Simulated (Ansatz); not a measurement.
YSF:
```xyz
6
Lattice="3.7770 0.0000 0.0000 0.0000 3.7770 0.0000 0.0000 0.0000 6.8210" Properties=species:S:1:pos:R:3 pbc="T T T"
Y      0.0000     1.8885     1.5480
Y      1.8885     0.0000     5.2730
S      0.0000     1.8885     4.4044
S      1.8885     0.0000     2.4166
F      0.0000     0.0000     0.0000
F      1.8885     1.8885     0.0000
```

Relaxed with r²SCAN. Special points in fractions of this cell's reciprocal vectors: Γ (0.000, 0.000, 0.000); X (0.000, 0.500, 0.000); M (0.500, 0.500, 0.000); Z (0.000, 0.000, 0.500); R (0.000, 0.500, 0.500); A (0.500, 0.500, 0.500).

Problem. List the band energies nearest the valence-band maximum at these points for plane-wave PAW r²SCAN (Ansatz code).

Solution. In eV from the valence-band maximum; about four levels below and three above (degenerate sets whole), none deeper than 8.9 eV; points with the same levels are listed once.

```csv
k,below,above
Γ,-1.68 -1.68 -0.20 0.00 0.00,1.77 3.50 4.11
X,-1.69 -1.69 -1.07 -1.07,4.21 4.21 5.09 5.09
M,-1.70 -1.70 -1.24 -1.24,5.32 5.32 5.42 5.42
Z,-1.59 -1.59 -0.92 -0.06 -0.06,2.36 2.73 4.33
R,-1.63 -1.63 -0.84 -0.84,4.54 4.54 4.85 4.85
A,-1.52 -1.52 -1.29 -1.29,5.36 5.36 5.82 5.82
```

Space group P4/nmm. The workflow started from a Materials Project entry (that database holds measured and hypothetical structures alike); the Crystallography Open Database copy checked does not list it. COD files the formula under space group No. 194, so this cell is another polymorph or a model. Its standing as an ambient phase is unchecked. Symmetry was held in the r²SCAN relaxation; its stability against distortions is not shown here. The run is not spin-polarised. Scalar-relativistic: spin–orbit coupling is off unless named, which matters more the heavier the elements.

Potentials: the later of the program's two PAW sets.
